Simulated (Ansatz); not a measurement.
Total density of states per atom from the program Ansatz at the r²SCAN level (PAW), in 0.25 eV bins, energy from the Fermi level:

(E (eV), states/eV/atom): (-7.85, 0.40); (-7.60, 0.39); (-7.35, 0.29); (-7.10, 0.26); (-6.85, 0.58); (-6.60, 1.07); (-6.35, 2.14); (-6.10, 1.43); (-5.85, 0.83); (-5.60, 0.57); (-5.35, 0.45); (-5.10, 0.36); (-4.85, 0.30); (-4.60, 0.25); (-4.35, 0.22); (-4.10, 0.19); (-3.85, 0.16); (-3.60, 0.12); (-3.35, 0.12); (-3.10, 0.15); (-2.85, 0.20); (-2.60, 0.27); (-2.35, 0.27); (-2.10, 0.28); (-1.85, 0.29); (-1.60, 0.31); (-1.35, 0.32); (-1.10, 0.34); (-0.85, 0.36); (-0.60, 0.38); (-0.35, 0.42); (-0.10, 0.48); (0.15, 0.55); (0.40, 0.45); (0.65, 0.66); (0.90, 0.82); (1.15, 0.88); (1.40, 0.77); (1.65, 0.64); (1.90, 0.64); (2.15, 0.91); (2.40, 1.75); (2.65, 0.63); (2.90, 0.25); (3.15, 0.25); (3.40, 0.25); (3.65, 0.26); (3.90, 0.28); (4.15, 0.27); (4.40, 0.27); (4.65, 0.26)

Which compound is it?
(A) LiCl, rock salt
(B) NaCl, rock salt
(C) WC, rock salt
(D) SiNi, rock salt

C, WC, rock salt. Within 0.5 eV of the Fermi level: W 5d 78 %, C 2p 17 %. Projections are on Löwdin-orthogonalised atomic valence shells; empty p or d shells of many metals are not among them.

Space group Fm-3m (rock salt). The first step of the workflow began from a Materials Project structure, measured or hypothetical; the Crystallography Open Database copy checked does not list it. It is not the phase usual at ambient conditions (space group No. 187). Symmetry was held in the r²SCAN relaxation; of distortions, only those at the zone centre were tested. The run is not spin-polarised. Its formation energy is positive at this level, so the cell may be metastable or incomplete. Scalar-relativistic: spin–orbit coupling is off unless named, which matters more the heavier the elements.

Potentials: the later of the program's two PAW sets.
